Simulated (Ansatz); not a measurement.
ZnWO4:
```cif
data_O8W2Zn2
_chemical_formula_sum 'Zn2 W2 O8'
_space_group_name_H-M_alt 'P 1'
_space_group_IT_number 1
_cell_length_a 4.67442
_cell_length_b 5.72485
_cell_length_c 4.91270
_cell_angle_alpha 90.000
_cell_angle_beta 90.564
_cell_angle_gamma 90.000
loop_
_space_group_symop_operation_xyz
  'x, y, z'
loop_
_atom_site_label
_atom_site_type_symbol
_atom_site_fract_x
_atom_site_fract_y
_atom_site_fract_z
_atom_site_occupancy
Zn1 Zn 0.50000 0.67954 0.75000 1
Zn2 Zn 0.50000 0.32046 0.25000 1
W1 W 0.00000 0.18299 0.75000 1
W2 W 0.00000 0.81701 0.25000 1
O1 O 0.78323 0.10599 0.06353 1
O2 O 0.21677 0.89401 0.93647 1
O3 O 0.21677 0.10599 0.43647 1
O4 O 0.78323 0.89401 0.56353 1
O5 O 0.74379 0.37600 0.59694 1
O6 O 0.25621 0.62400 0.40306 1
O7 O 0.25621 0.37600 0.90306 1
O8 O 0.74379 0.62400 0.09694 1
```

Relaxed with r²SCAN.

Problem. Give the optical modes at the zone centre with their infrared activity from DFPT, DFT-r²SCAN in the program Ansatz with PAW potentials.

Solution. Transverse frequencies, without the LO–TO term; a row sums one degenerate level.

```tsv
ω (cm⁻¹)	degeneracy	IR ((D/Å)²/amu)	activity	symmetry
87	1	0.00	IR-inactive	Bg
123	1	0.00	IR-inactive	Ag
143	1	7.31	IR	Bu
145	1	0.00	IR-inactive	Bg
156	1	6.72	IR	Au
169	1	0.00	IR-inactive	Bg
178	1	7.46	IR	Bu
192	1	0.00	IR-inactive	Bg
194	1	0.00	IR-inactive	Ag
240	1	35.90	IR	Bu
260	1	13.99	IR	Bu
275	1	0.00	IR-inactive	Bg
278	1	0.08	IR	Bu
279	1	0.00	IR-inactive	Ag
318	1	0.00	IR-inactive	Bg
321	1	8.63	IR	Au
341	1	10.01	IR	Au
344	1	0.00	IR-inactive	Ag
361	1	0.00	IR-inactive	Bg
410	1	0.00	IR-inactive	Ag
431	1	2.55	IR	Au
455	1	5.76	IR	Bu
507	1	0.00	IR-inactive	Bg
510	1	13.85	IR	Au
542	1	0.00	IR-inactive	Ag
547	1	70.65	IR	Bu
658	1	30.99	IR	Au
665	1	0.00	IR-inactive	Bg
708	1	0.00	IR-inactive	Ag
755	1	58.52	IR	Bu
783	1	0.00	IR-inactive	Bg
860	1	8.87	IR	Au
901	1	0.00	IR-inactive	Ag
```

Problem. How high does the top mode go among those that the LO–TO term moves?

Solution. 879 cm⁻¹ for q along x, 897 cm⁻¹ for q along y, 827 cm⁻¹ for q along z.

Space group P2/c. The workflow started from a Materials Project entry (that database holds measured and hypothetical structures alike); the Crystallography Open Database files this formula in space group No. 13, but the cells were not matched. Whether it is the stable phase at ambient conditions was not checked. Symmetry was held in the r²SCAN relaxation; whether a distortion lowers the energy is not shown. No spin polarisation was allowed. No Hubbard U is applied. Spin–orbit coupling is left out wherever it is not named.

Potentials: the later of the program's two PAW sets.
